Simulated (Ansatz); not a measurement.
LiGa₃: two-dimensional strain map

These are results of DFT LDA, scalar-relativistic, plane waves, PAW in Ansatz 0.2.0, not measurements. The runs took a 420 eV cutoff, a Γ-centred 12×12×12 mesh and Gaussian smearing (0.15 eV). No spin polarisation. Energies are free energies at this smearing, counted from the undisturbed cell; pressure is positive in compression.

Reference structure (relaxed at this level; with this scan's settings it stands at 0.1 GPa; it needn't be the usual structure):

```
Li Ga
1.0
     3.93650    0.00000    0.00000
     0.00000    3.93650    0.00000
     0.00000    0.00000    3.93650
Li Ga
1 3
Direct
  0.00000 0.00000 0.00000
  0.50000 0.00000 0.50000
  0.00000 0.50000 0.50000
  0.50000 0.50000 0.00000
```

The cell is strained by p along both x and y and by q along z, fractional coordinates fixed. Points are written (p, q).

Energy above the undisturbed cell in meV/atom (a dash: not computed):

```csv
p \ q,-0.080,-0.040,0.000,0.040,0.080
-0.080,230.0,158.3,115.4,92.1,81.4
-0.040,97.8,49.3,–,–,–
0.000,–,–,0.0,–,–
```

Pressure in GPa:

| p \ q | -0.080 | -0.040 | 0.000 | 0.040 | 0.080 |
| --- | --- | --- | --- | --- | --- |
| -0.080 | 27.8 | 21.0 | 15.9 | 12.0 | 8.9 |
| -0.040 | 15.1 | 10.0 | – | – | – |
| 0.000 | – | – | 0.1 | – | – |